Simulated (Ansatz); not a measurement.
The start is a generated trial cell of AlNi in the AFLOW prototype AB_oP8_57_d_d (as in TlF). Cell shape, volume and atoms are optimised at zero target pressure with PBE (plane waves to 420 eV, PAW, scalar-relativistic; Ansatz, a quantum-chemistry and plane-wave program). The first steps use a coarse 7×7×8 k-mesh.

The start:
```yaml
crystal:
  lattice:
    - [5.06526, 0.00000, 0.00000]
    - [0.00000, 4.56089, 0.00000]
    - [0.00000, 0.00000, 4.30694]
  atoms:
    - { symbol: Al, position: [0.25500, 0.50960, 0.25000] }
    - { symbol: Al, position: [0.25500, 0.99040, 0.75000] }
    - { symbol: Al, position: [0.74500, 0.00960, 0.25000] }
    - { symbol: Al, position: [0.74500, 0.49040, 0.75000] }
    - { symbol: Ni, position: [0.85930, 0.56280, 0.25000] }
    - { symbol: Ni, position: [0.85930, 0.93720, 0.75000] }
    - { symbol: Ni, position: [0.14070, 0.06280, 0.25000] }
    - { symbol: Ni, position: [0.14070, 0.43720, 0.75000] }
```
Spin-polarised start, with parallel moments on Ni.

**Question.** What is the largest force in the starting geometry, and on which atom (counted from 1)?

**Answer.** 6.67 eV/Å, on Al1, Al2, Al3, Al4 (atoms numbered as listed).

**Question.** How much energy is released per atom?

**Answer.** 0.74 eV/atom.

**Question.** How do the shortest distances between atoms change?

**Answer.** The closest pairs of elements (up to four, under 3.6 Å), start → end: Al–Ni 2.02 → 2.45 Å; Ni–Ni 2.65 → 2.72 Å; Al–Al 3.07 → 2.77 Å.

**Question.** What magnetic moments remain?

**Answer.** Zero (the starting moments vanished).

**Question.** What does it relax into? Give the structure.

**Answer.** 
```cif
data_Al4Ni4
_chemical_formula_sum 'Al4 Ni4'
_space_group_name_H-M_alt 'Pbcm'
_space_group_IT_number 57
_space_group_name_Hall '-P 2c 2b'
_cell_length_a 5.05866
_cell_length_b 4.57118
_cell_length_c 4.35412
_cell_angle_alpha 90.000
_cell_angle_beta 90.000
_cell_angle_gamma 90.000
loop_
_space_group_symop_operation_xyz
  'x, y, z'
  '-x, -y, -z'
  '-x, -y, z+1/2'
  'x, y, -z+1/2'
  'x, -y+1/2, -z'
  '-x, y+1/2, z'
  '-x, y+1/2, -z+1/2'
  'x, -y+1/2, z+1/2'
loop_
_atom_site_label
_atom_site_type_symbol
_atom_site_symmetry_multiplicity
_atom_site_Wyckoff_symbol
_atom_site_fract_x
_atom_site_fract_y
_atom_site_fract_z
_atom_site_occupancy
Al1 Al 4 d 0.66131 0.06347 0.25000 1
Ni1 Ni 4 d 0.14723 0.07042 0.25000 1
```

The space group stays Pbcm (No. 57) (the run could not lower it), with 8 atoms in the primitive cell. Final values are on a 9×10×11 k-mesh of the relaxed cell. No spin polarisation in the result: the starting moments vanished. A magnetic state may lie lower.

The run could not lose the symmetry of its start: the end is stationary, and may be a saddle point rather than a minimum.

The relaxed structure here is a generated cell of AlNi: the first start was made by placing the elements on the sites of a structure type, and the end was not matched to a known phase here, so it may be hypothetical. Known forms of AlNi include space group No. 221.
